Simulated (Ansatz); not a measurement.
Starting cell, BP (zinc blende):

```
CELL_PARAMETERS angstrom
      0.00000     4.54847     4.54847
      2.27424     2.27424     4.54847
      2.27424     2.27424     0.00000
ATOMIC_POSITIONS crystal
  P  0.00000 0.75000 0.75000
  P  0.50000 0.75000 0.75000
  B  0.00000 0.00000 0.00000
  B  0.50000 0.00000 0.00000
```

The atoms are displaced by Q × the pattern below (from a DFPT mode at X = (0.5, 0.5, 0.0), largest move 1; Q in Å), at fixed cell. It is one choice among 2 degenerate patterns. (q is in reciprocal vectors of the primitive cell; the cell shown is doubled to hold the pattern.)

```json
[
 {"atom": "P1", "x": "0.000", "y": "1.000", "z": "0.000"},
 {"atom": "P2", "x": "0.000", "y": "-1.000", "z": "0.000"},
 {"atom": "B3", "x": "0.800", "y": "0.000", "z": "0.000"},
 {"atom": "B4", "x": "-0.800", "y": "0.000", "z": "0.000"}
]
```

These are PBE (plane waves to 420 eV, PAW, scalar-relativistic; Ansatz, an electronic-structure program) values and carry that method's errors. k mesh 12×12×12 (Γ-centred), Fermi-Dirac smearing 0.05 eV. E stands for the smeared free energy. BP was relaxed with its symmetry unable to fall. The zero of ΔE is the undisplaced structure.

| Q (Å) | ΔE (meV/cell) |
|---|---|
| -0.100 | 136.9 |
| -0.067 | 60.9 |
| -0.033 | 15.2 |
| 0.000 | 0.0 |
| 0.033 | 15.2 |
| 0.067 | 60.9 |
| 0.100 | 136.9 |

Question: Which DFPT wavenumber at X = (0.5, 0.5, 0.0) belongs to this mode?
(A) 313 cm⁻¹
(B) 781 cm⁻¹
(C) 701 cm⁻¹
(D) 525 cm⁻¹

Answer: A, 313 cm⁻¹. The curvature of the scan gives 313 cm⁻¹

(For displaced atoms, the force is minus the slope of the energy, and its curvature is a force constant, which sets phonon frequencies.)
